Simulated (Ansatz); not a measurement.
An Ansatz (a program for electronic structure) run. Input:

Ansatz 0.2 input:
```yaml
crystal:
  lattice:
    - [3.1340860217, 0.0, 0.0]
    - [0.0, 3.1340860217, 0.0]
    - [0.0, 0.0, 3.1340860217]
  atoms:
    - { symbol: Ir, position: [0.0, 0.0, 0.0] }
    - { symbol: Pt, position: [0.5, 0.5, 0.5] }
kpoints:
  mp_grid: { grid: [10, 10, 10] }
  band_path:
    path:
      - [[0.0, 0.0, 0.0], [0.0, 0.5, 0.0], [0.5, 0.5, 0.0], [0.0, 0.0, 0.0], [0.5, 0.5, 0.5], [0.0, 0.5, 0.0]]  # Γ-X-M-Γ-R-X
      - [[0.5, 0.5, 0.5], [0.5, 0.5, 0.0]]  # R-M
    npoints: 12
basis: { ecutwfc: 600, xc_grid: 2 }
hamiltonian:
  xc: pbe
  pseudopotentials: { azcp: { folder: ./paw }, kind: paw_fr }
magnetization: { noncollinear: true, spin_orbit: true }
scf:
  n_extra_bands: 13
  convergence: { dr2_threshold: 0.0000000001 }
  occupations: { method: gaussian, width: 0.05 }
output: { eigenvalues: true }
```

Output (shortened):

```
Pseudopotential: Ir, paw, valence charge 17
Pseudopotential: Pt, paw, valence charge 18
Functional definition: PBE
non-collinear run that drives no moment, with spin-orbit …
Crystal: 2 atoms, lattice volume = 30.785 Å³
Basis set: ecut = 600 eV, 1021 PW (Γ), exchange–correlation on 54×54×54 points (8 copies of the dense FFT grid, shifted against one another)
Bands: 48, of which v1, the nominal top of the filled ones, is band 35 counted from 1 (34 counted from 0)
Symmetry: 48 space group operations + 48 with time reversal
k-points: 56 of 1000
Projection manifold: j_resolved (fully-relativistic pseudo-atomic orbitals)
SCF iter   1: F=—  HF=-24529.226230 eV  |F-HF|=—  |Δ(HF+E_count)|=         —  Δρ=1.75e-1  dr2=1.66e1  dr2_m=0.00e0 (ungated)  ethr=3.10e-3  |M|=0.00e0 ∫|m|=0.00e0 μB  |m|>n=0.0e0 m-floor=0.0e0 τ_xc=0.0e0  β_m=0.30  ⟨swp⟩=6.2  Hψ=5793  notcnv=0  defer=70
preconditioner: auto → none
SCF iter   2: F=—  HF=-24527.480105 eV  |F-HF|=—  |Δ(HF+E_count)|=    1.75e0  Δρ=4.78e-2  dr2=5.33e-1  dr2_m=0.00e0 (ungated)  ethr=3.10e-3  |M|=0.00e0 ∫|m|=0.00e0 μB  |m|>n=0.0e0 m-floor=0.0e0 τ_xc=0.0e0  β_m=0.31  ⟨swp⟩=2.4  Hψ=2223  notcnv=0  defer=338
SCF iter   3: F=—  HF=-24527.353884 eV  |F-HF|=—  |Δ(HF+E_count)|=   1.26e-1  Δρ=2.42e-2  dr2=8.86e-2  dr2_m=0.00e0 (ungated)  ethr=1.52e-3  |M|=0.00e0 ∫|m|=0.00e0 μB  |m|>n=0.0e0 m-floor=0.0e0 τ_xc=0.0e0  β_m=0.40  ⟨swp⟩=2.1  Hψ=1832  notcnv=0  defer=338
SCF iter   4: F=—  HF=-24527.346031 eV  |F-HF|=—  |Δ(HF+E_count)|=   7.85e-3  Δρ=1.05e-2  dr2=1.96e-2  dr2_m=0.00e0 (ungated)  ethr=2.53e-4  |M|=0.00e0 ∫|m|=0.00e0 μB  |m|>n=0.0e0 m-floor=0.0e0 τ_xc=0.0e0  β_m=0.54  ⟨swp⟩=2.3  Hψ=1990  notcnv=0  defer=342
SCF iter   5: F=—  HF=-24527.347714 eV  |F-HF|=—  |Δ(HF+E_count)|=   1.68e-3  Δρ=1.25e-3  dr2=3.33e-4  dr2_m=0.00e0 (ungated)  ethr=5.60e-5  |M|=0.00e0 ∫|m|=0.00e0 μB  |m|>n=0.0e0 m-floor=0.0e0 τ_xc=0.0e0  β_m=0.58  ⟨swp⟩=1.0  Hψ=1279  notcnv=0  defer=342
SCF iter   6: F=—  HF=-24527.347691 eV  |F-HF|=—  |Δ(HF+E_count)|=   2.34e-5  Δρ=4.33e-4  dr2=1.47e-5  dr2_m=0.00e0 (ungated)  ethr=9.53e-7  |M|=0.00e0 ∫|m|=0.00e0 μB  |m|>n=0.0e0 m-floor=0.0e0 τ_xc=0.0e0  β_m=0.74  ⟨swp⟩=2.5  Hψ=1998  notcnv=0  defer=342
SCF iter   7: F=—  HF=-24527.347689 eV  |F-HF|=—  |Δ(HF+E_count)|=   1.72e-6  Δρ=3.05e-5  dr2=6.67e-8  dr2_m=0.00e0 (ungated)  ethr=4.20e-8  |M|=0.00e0 ∫|m|=0.00e0 μB  |m|>n=0.0e0 m-floor=0.0e0 τ_xc=0.0e0  β_m=0.82  ⟨swp⟩=2.0  Hψ=2150  notcnv=0  defer=342
SCF iter   8: F=—  HF=-24527.347691 eV  |F-HF|=—  |Δ(HF+E_count)|=   2.37e-6  Δρ=8.79e-6  dr2=2.24e-8  dr2_m=0.00e0 (ungated)  ethr=1.91e-10  |M|=0.00e0 ∫|m|=0.00e0 μB  |m|>n=0.0e0 m-floor=0.0e0 τ_xc=0.0e0  β_m=0.82  ⟨swp⟩=2.7  Hψ=2120  notcnv=0  defer=342
SCF iter  10: F=-24527.347691 eV  HF=-24527.347691 eV  |F-HF|=3.64e-12  |Δ(HF+E_count)|=  3.64e-12  Δρ=8.25e-8  dr2=3.07e-12  dr2_m=0.00e0 (ungated)  ethr=1.00e-12  |M|=0.00e0 ∫|m|=0.00e0 μB  |m|>n=0.0e0 m-floor=0.0e0 τ_xc=0.0e0  ⟨swp⟩=7.9  Hψ=4364  notcnv=0
SCF 1 converged in 10 iterations: F = -24527.347691 eV  dr2 = 3.07e-12
NSCF: frozen V_eff on 74 k-points
SCF converged after 10 iterations
Magnetization: |M| = 0.0000 μB,  M = (+0.0000, +0.0000, +0.0000) μB
Absolute magnetization: 0.0000 μB (∫|m|)
  site 0: m = (+0.0000, +0.0000, +0.0000) μB, |m| = 0.0000 μB  (R = 1.12 Å)
  site 1: m = (+0.0000, +0.0000, +0.0000) μB, |m| = 0.0000 μB  (R = 1.12 Å)
Free energy (F): -24527.347691 eV
Harris-Foulkes:  -24527.347691 eV  (|F-HF|=3.64e-12)
Internal energy: -24527.341947 eV  (E = F + TS)
E sigma→0 (E₀):  -24527.344819 eV
Entropy (-TS):   -0.005744 eV (-2.872 meV/atom)
Fermi energy:    22.935486 eV
--- Per-component energies (eV) ---
  E_band       = -266.024608
  E_kinetic    = 1107.683604
  E_local      = -2652.290001  (includes V_loc(G=0)·N_el)
  E_nonlocal   = 409.846358
  E_hartree    = 992.957493
  E_xc         = -451.636667
  E_vxc        = -514.369377  (∫ρ·V_xc dr)
  E_paw        = -18810.893700  (= ΣΔE_a)
  E_vpaw       = -602.810327  (= ΣTr[D̂ρ^β])
  E_aug_tail   = 0.000162  (compensation charges beyond the density's cutoff)
  E_ewald      = -5123.009197
  E_smearing   = -0.005744  (= −TS)
  E_closure    =  0.000000  (closes the sum)
  Σ components = -24527.347691   (vs F -24527.347691, Δ=0.00e0)
  [band-id]    e_kinetic+e_local+e_nonlocal+2·e_hartree+e_vxc+e_vpaw+e_augmentation_tail = -266.024594   (vs E_band -266.024608, Δ=1.46e-5)
--- Band table (eV; the first three rows and the last of 56) ---
  k-point 0: bands = ["-75.4062", "-75.4062", "-69.1273", "-69.1273", "-40.6732", "-40.6732", "-35.9540", "-35.9540", "-25.7046", "-25.7046", "-25.7046", "-25.7046", "-22.3834", "-22.3834", "-22.3834", "-22.3834", "12.8875", "12.8875", "16.3350", "16.3350", …
  k-point 1: bands = ["-75.4060", "-75.4060", "-69.1271", "-69.1271", "-40.6738", "-40.6738", "-35.9554", "-35.9554", "-25.7085", "-25.7085", "-25.7025", "-25.7025", "-22.3929", "-22.3929", "-22.3846", "-22.3846", "13.1000", "13.1000", "16.4366", "16.4366", …
  k-point 2: bands = ["-75.4056", "-75.4056", "-69.1265", "-69.1265", "-40.6752", "-40.6752", "-35.9590", "-35.9590", "-25.7187", "-25.7187", "-25.6970", "-25.6970", "-22.4177", "-22.4177", "-22.3876", "-22.3876", "13.7159", "13.7159", "16.7360", "16.7360", …
  k-point 55: bands = ["-75.4009", "-75.4009", "-69.1196", "-69.1196", "-40.6942", "-40.6942", "-35.9905", "-35.9905", "-25.7608", "-25.7608", "-25.7608", "-25.7608", "-22.5023", "-22.5023", "-22.5023", "-22.5023", "18.0382", "18.0382", "18.0382", "18.0382", …
```

Cost: roughly 30 core-seconds on shared cores.

Space group Pm-3m (CsCl type). The start of the workflow was typed in or built on a structure type; neither database checked (COD, Materials Project) lists it. Whether it is the stable phase at ambient conditions was not checked. The PBE relaxation kept the symmetry of its start; whether a distortion lowers the energy is not shown. No spin polarisation was allowed. Its formation energy is positive at this level, so the cell may be metastable or incomplete.

Potentials: the earlier of the program's two PAW sets.

Ansatz is a plane-wave DFT program.
